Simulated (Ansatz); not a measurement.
BaGaGeH:
Space group P3m1 (No. 156); a = 4.329 Å, b = 4.329 Å, c = 5.243 Å, α = 90.00°, β = 90.00°, γ = 120.00°

| atom | site | symmetry | x | y | z |
|---|---|---|---|---|---|
| Ba | 1b | 3m. | 0.3333 | 0.6667 | 0.0026 |
| Ga | 1a | 3m. | 0.0000 | 0.0000 | 0.5500 |
| Ge | 1c | 3m. | 0.6667 | 0.3333 | 0.4495 |
| H | 1a | 3m. | 0.0000 | 0.0000 | 0.8778 |

Relaxed at zero pressure with r²SCAN in the plane-wave PAW code Ansatz.

### Question
The volume is lowered by 6 % and shape and atoms relax at that volume. What pressure results, and how do the axes share the change?

### Answer
3.4 GPa; a -1.5 %, b -1.5 %, c -3.1 %; the energy rises by 13 meV/atom.

### Question
Give the new structure.

### Answer

Space group P3m1 (No. 156); a = 4.2639 Å, b = 4.2639 Å, c = 5.0791 Å, α = 90.00°, β = 90.00°, γ = 120.00°

```json
[
 {"atom": "Ba", "site": "1b", "symmetry": "3m.", "x": "0.3333", "y": "0.6667", "z": "0.0012"},
 {"atom": "Ga", "site": "1a", "symmetry": "3m.", "x": "0.0000", "y": "0.0000", "z": "0.5468"},
 {"atom": "Ge", "site": "1c", "symmetry": "3m.", "x": "0.6667", "y": "0.3333", "z": "0.4494"},
 {"atom": "H", "site": "1a", "symmetry": "3m.", "x": "0.0000", "y": "0.0000", "z": "0.8824"}
]
```

The phase is kept; no other phase was compared at this pressure.

The first step of the workflow began from a Materials Project structure, measured or hypothetical; the Crystallography Open Database files this formula in space group No. 156, but the cells were not matched. Its standing as an ambient phase is unchecked. Symmetry was held in the r²SCAN relaxation; whether a distortion lowers the energy is not shown. Spin–orbit coupling is left out wherever it is not named.

Potentials: the later of the program's two PAW sets.
